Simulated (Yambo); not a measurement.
Yambo run on MoF6 (space group Im-3m, No. 229). The wavefunctions come from this Quantum ESPRESSO step (PBEsol, PseudoDojo standard norm-conserving files, scalar-relativistic):

```
&CONTROL
  calculation = 'nscf'
  pseudo_dir = './pseudo'
  outdir = './out'
/
&SYSTEM
  ibrav = 0
  nat = 7
  ntyp = 2
  ecutwfc = 84.0
  ecutrho = 336.0
  occupations = 'fixed'
  force_symmorphic = .true.
  nbnd = 189
/
&ELECTRONS
  conv_thr = 7.000000000000001e-09
  diago_full_acc = .true.
  diago_thr_init = 1e-08
/
ATOMIC_SPECIES
F 18.9984 F.upf
Mo 95.9500 Mo.upf
CELL_PARAMETERS angstrom
 -3.167345000000   3.167345000000   3.167345000000
  3.167345000000  -3.167345000000   3.167345000000
  3.167345000000   3.167345000000  -3.167345000000
ATOMIC_POSITIONS crystal
F   0.710670000000   0.710670000000   0.000000000000
F   0.289330000000   0.289330000000   0.000000000000
F   0.000000000000   0.710670000000   0.710670000000
F  -0.000000000000   0.289330000000   0.289330000000
F   0.710670000000   0.000000000000   0.710670000000
F   0.289330000000   0.000000000000   0.289330000000
Mo   0.000000000000   0.000000000000   0.000000000000
K_POINTS automatic
2 2 2 0 0 0
```

Yambo input:

```
rim_cut
gw0
dyson
el_el_corr
HF_and_locXC
ppa
em1d
RandQpts= 1000000
RandGvec= 1 Ry
EXXRLvcs= 84 Ry
VXCRLvcs= 336 Ry
Chimod= "HARTREE"
% BndsRnXp
 2 | 187 |
%
NGsBlkXp= 7 Ry
% LongDrXp
 1.0 | 1.0 | 1.0 |
%
PPAPntXp= 27.2114 eV
% GbndRnge
 1 | 187 |
%
GTermKind= "BG"
DysSolver= "n"
ExtendOut
% QPkrange
 1 | 1 | 28 | 29 |
 2 | 2 | 28 | 29 |
 3 | 3 | 28 | 29 |
%
```

k points by index: 1 = Γ, 2 = N, 3 = H.

The o-*.qp file then holds:

```
#    K-point    Band    Eo [eV]    E [eV]    E-Eo [eV]    Vxc [eV]    Vnlxc [eV]    Sc|Eo [eV]    Sc|E [eV]    dSc/dw|Eo [eV]    Re(Z)    Im(Z)
#
    1    28    0.000000    -1.894414    -1.894414    -22.82486    -30.30839    5.072247    5.589117    -7.423623    0.785659    -0.001476
    1    29    4.422549    6.912908    2.490359    -20.82720    -15.45098    -2.369909    -2.885857    -5.636770    0.828387    -0.003198
    2    28    -0.077494    -1.978389    -1.900895    -22.66190    -30.16337    5.081938    5.600575    -7.423666    0.785658    -0.001374
    2    29    4.313232    6.762162    2.448930    -20.43673    -15.07720    -2.412914    -2.910604    -5.529507    0.831105    -0.002586
    3    28    -0.036171    -1.933578    -1.897407    -22.73712    -30.22890    5.076805    5.594376    -7.421998    0.785696    -0.001430
    3    29    4.422140    6.913881    2.491741    -20.85517    -15.51749    -2.330785    -2.845945    -5.625014    0.828683    -0.003259
```
(The two width columns are left out.) Convergence of these settings isn't established.

Spin-orbit coupling is not included.

Geometry of the Materials Project entry, not relaxed at this level.

The structure is a Materials Project entry; no match was found in the copy of COD used, and its stability was not checked.
